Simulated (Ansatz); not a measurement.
# Vibrational response of Ag at 15 GPa

The calculation used DFT PBEsol, scalar-relativistic, plane waves, PAW (Ansatz). Settings: 420 eV plane-wave cutoff, Γ-centred 18×18×10 mesh, Fermi-Dirac smearing of 0.15 eV. No spin polarisation. Phonons by linear response, acoustic sum rule imposed.

The cell, relaxed at 15 GPa:
```yaml
crystal:
  lattice:
    - [2.77369, 0.00000, 0.00000]
    - [-1.38684, 2.40208, 0.00000]
    - [0.00000, 0.00000, 4.54856]
  atoms:
    - { symbol: Ag, position: [0.33333, 0.66667, 0.25000] }
    - { symbol: Ag, position: [0.66667, 0.33333, 0.75000] }
```

In a metal, frequencies and elastic constants depend on the k mesh and the smearing, soft modes and shear constants most. Other phases may be more stable at this pressure.

Optical modes at Γ; i marks an imaginary frequency:
```
frequency (THz) degeneracy
           2.60           2
           6.75           1
```

All 3 optical modes at Γ are real: no displacement of atoms at fixed cell lowers the energy to second order. Strains and modes at other wave vectors aren't tested by this run.

This form isn't the element's structure at ambient conditions.

Cost: 1 run of about 0.9 core-minutes, on Intel Xeon 6975P-C (Granite Rapids) (shared hosts).